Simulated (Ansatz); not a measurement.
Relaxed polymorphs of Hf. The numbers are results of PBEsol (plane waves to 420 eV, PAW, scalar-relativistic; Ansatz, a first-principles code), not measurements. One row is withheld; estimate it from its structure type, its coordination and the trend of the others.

| structure | coordination | E − E(first row) (eV/atom) | V (Å³/atom) |
|---|---|---|---|
| P6₃/mmc, hP2, hcp (Mg type) | Hf 12 (anticuboctahedral) | 0.00 | 21.61 |
| Fmmm, oF8 | – | 0.25 | 21.98 |
| R3, hR8 | – | 0.11 | 21.98 |
| P6/mmm, hP3 | – | 0.03 | 21.38 |
| Fm-3m, cF4, fcc (Cu type) | Hf 12 (cuboctahedral) | [?] | [?] |
| Pm-3n, cP8 | – | 0.23 | 21.45 |
| Pm-3m, cP3 | – | 0.87 | 24.72 |
| Im-3m, cI2, bcc (W type) | Hf 8 (cubic)+6 | 0.17 | 21.26 |

Some entries are withheld; supply them.


- Fm-3m, cF4, fcc (Cu type), E − E(first row) (eV/atom): 0.07
- Fm-3m, cF4, fcc (Cu type), V (Å³/atom): 21.57

The withheld cell: Fm-3m (No. 225), cF4, fcc (Cu type); a = b = c = 4.419 Å, α = β = γ = 90.00°; Hf 4b (0.500, 0.500, 0.500). Coordination numbers (neighbours up to the widest gap in distance over summed covalent radii, below 1.35; n+m marks a second, longer set).

Probably no minimum, since a slightly shaken restart fell lower: Pm-3n, cP8 (by 0.12 eV/atom, to R3). Each run could gain symmetry but not lose that of its start, so entries can be saddle points. From databases, or of a type measured for this composition: P6₃/mmc, hP2, hcp (Mg type); P6/mmm, hP3; Fm-3m, cF4, fcc (Cu type); Im-3m, cI2, bcc (W type); the others are generated cells (placed on structure types, drawn at random, substituted or restacked) that were not matched to a known phase here. Energies are at zero temperature and pressure, without zero-point motion. No spin polarisation in the result.
